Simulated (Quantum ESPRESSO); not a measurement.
# Convergence of NMR parameters in CdS

```yaml
crystal:
  lattice:
    - [0.00000, 2.94295, 2.94295]
    - [2.94295, 0.00000, 2.94295]
    - [2.94295, 2.94295, 0.00000]
  atoms:
    - { symbol: Cd, position: [0.00000, 0.00000, 0.00000] }
    - { symbol: S, position: [0.25000, 0.25000, 0.25000] }
```
The cell comes from the Materials Project (a computed structure). It is CdS in F-43m. Stability against distortions was not tested.

Method: σ by PBE GIPAW (a modified build of Quantum ESPRESSO, JTH PAW datasets). The cutoff rises from row to row, with the meshes as listed. Costs are rough, from a shared machine. Shieldings are absolute and leave out the bulk-susceptibility term; a larger σ means a smaller chemical shift. No spin–orbit coupling; Cd is the heaviest element present. The datasets of S hold no d projectors, which limits absolute σ on these atoms. With so small a Kohn–Sham gap, σ hangs strongly on the functional and the mesh.

```csv
setting,cutoff (Ha),k-mesh
A,10,4×4×4 through Γ
B,12,5×5×5 shifted
C,20,8×8×8 shifted
D,30,11×11×11 shifted
```

From which setting on does σ_iso S (ppm) stay within 2 of the tightest run?

From D on (only the tightest run itself). Differences from the tightest run: A -1672.3, B 22.6, C 4.8.

| setting | cutoff (Ha) | k-mesh | σ_iso Cd (ppm) | σ_iso S (ppm) | f-sum rule missed by (%) | rough cost ratio |
|---|---|---|---|---|---|---|
| A | 10 | 4×4×4 through Γ | 2891.7 | -994.2 | 2.4 | about 1 |
| B | 12 | 5×5×5 shifted | 2923.0 | 700.7 | 0.26 | about 1 |
| C | 20 | 8×8×8 shifted | 2931.4 | 683.0 | 0.00 | 10 |
| D | 30 | 11×11×11 shifted | 2932.0 | 678.1 | 0.00 | 30 |
